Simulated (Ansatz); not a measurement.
LiH (rock salt, Fm-3m), PBE (plane waves, PAW; program Ansatz). The conduction-band minimum lies at X, with 3 equivalent valleys. Second derivatives d²E/dk² of the lowest band at one valley (eV·Å²), along Cartesian directions:

| direction | d²E/dk² |
|---|---|
| [100] | 63.91 |
| [010] | 7.483 |
| [001] | 7.483 |
| [110] | 35.72 |
| [101] | 35.72 |
| [011] | 7.483 |

**Question.** Find the principal effective masses, the density-of-states mass and the conductivity mass.

**Answer.** Off-diagonal terms follow from H_xy = H[110] − (H_xx + H_yy)/2, and m*/mₑ = 7.620 eV·Å² over each eigenvalue: 0.12, 1.0, 1.0. One valley's DOS mass (m₁m₂m₃)^(1/3) = 0.50, conductivity mass 3/(Σ 1/mᵢ) = 0.29 mₑ.

**Question.** What effective density of states Nc follows at 300 K for parabolic valleys?

**Answer.** Nc = 2.509e19 × 3 × (0.50)^(3/2) ≈ 2.7e19 cm⁻³.

The PBE relaxation kept the symmetry of its start.

Potentials: the later of the program's two PAW sets.

Edges and masses are those of Kohn–Sham bands, whose gap is no quasiparticle gap.
